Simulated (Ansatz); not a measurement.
CaZn₂Ge₂ in space group I4/mmm (No. 139; Ge on 4e, Ca on 2a, Zn on 4d) at seven volumes, PBEsol in the plane-wave PAW code Ansatz, shape and atoms relaxed at each. One row is withheld.

| V (Å³/atom) | P (GPa) |
|---|---|
| 17.141 | 7.66 |
| 17.706 | 4.67 |
| 18.271 | 2.15 |
| 18.836 | 0.01 |
| 19.401 | -1.81 |
| 19.966 | ? |
| 20.532 | -4.66 |

Task: Fit the shown pressures and predict the withheld one.

Result: P = (3/2)B₀(x^(7/2) − x^(5/2))[1 + (3/4)(B′ − 4)(x − 1)] with x = (V₀/V)^(2/3). Least squares on the six rows gives V₀ = 18.838 Å³/atom, B₀ = 65.6 GPa, B′ = 4.48. At V = 19.966, x = 0.9620 and P = -3.35 GPa. The run itself gave -3.36 GPa.

The workflow started from an entry of the Crystallography Open Database (COD). Its standing as an ambient phase is unchecked. The cell was relaxed with PBEsol under the symmetry of its start. At this level the phase is dynamically unstable (imaginary phonons).

Potentials: the later of the program's two PAW sets.
